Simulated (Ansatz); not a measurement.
PbSe:
```
PbSe
1.0
    0.00000     3.08887     3.08887
    3.08887     0.00000     3.08887
    3.08887     3.08887     0.00000
Se Pb
1 1
Direct
  0.00000   0.00000   0.00000
  0.50000   0.50000   0.50000
```

r²SCAN (plane waves, PAW; program Ansatz) gives a gap of 0.66 eV without spin–orbit coupling, maximum at L, minimum at L.

Problem. What happens when spin–orbit coupling is switched on?

Solution. The gap falls by 0.55 eV, to 0.11 eV; maximum at L, minimum at L.

Problem. Give the electron effective mass with spin–orbit coupling.

Solution. 0.029, 0.029, 0.065 mₑ (principal values).

Problem. Give the hole effective mass with spin–orbit coupling.

Solution. 0.029, 0.029, 0.069 mₑ (principal values).

Problem. Give the Z2 indices of the occupied bands with spin–orbit coupling.

Solution. 0;(000).

Space group Fm-3m (rock salt). The r²SCAN relaxation kept the symmetry of its start; of distortions, only those at the zone centre were tested.

Potentials: the later of the program's two PAW sets.
